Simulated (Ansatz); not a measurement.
CdTe:
Space group F-43m (No. 216); a = b = c = 6.6183 Å, α = β = γ = 90.00°

```csv
atom,site,symmetry,x,y,z
Te,4c,-43m,0.2500,0.2500,0.2500
Cd,4a,-43m,0.0000,0.0000,0.0000
```
(The calculation used a cell of 2 atoms; values per cell refer to that cell.)

Relaxed with PBE in the plane-wave PAW code Ansatz. Indices refer to the conventional cell of F-43m, a = b = c = 6.6183 Å, α = β = γ = 90.00°.

Question: Simulate the powder diffraction pattern (Co Kα, λ = 1.79026 Å; lines above 1 %) up to 2θ = 90°.

Answer: Simulated powder pattern, Co Kα, λ = 1.79026 Å (kinematic, ideal powder, no thermal factors, no anomalous dispersion; the 30 strongest lines at most, above 1 %, up to 2θ = 90°):

```json
[
 {"2θ (°)": "27.10", "d (Å)": "3.821", "I/Imax (%)": "100", "hkl": "(111)"},
 {"2θ (°)": "44.98", "d (Å)": "2.340", "I/Imax (%)": "77", "hkl": "(220)"},
 {"2θ (°)": "53.31", "d (Å)": "1.995", "I/Imax (%)": "47", "hkl": "(311)"},
 {"2θ (°)": "65.50", "d (Å)": "1.655", "I/Imax (%)": "13", "hkl": "(400)"},
 {"2θ (°)": "72.25", "d (Å)": "1.518", "I/Imax (%)": "19", "hkl": "(331)"},
 {"2θ (°)": "83.00", "d (Å)": "1.351", "I/Imax (%)": "27", "hkl": "(422)"},
 {"2θ (°)": "89.30", "d (Å)": "1.274", "I/Imax (%)": "16", "hkl": "(511)+(333)"}
]
```

Symmetry was held in the PBE relaxation; of distortions, only those at the zone centre were tested. Spin–orbit coupling is left out wherever it is not named.

Potentials: the later of the program's two PAW sets.
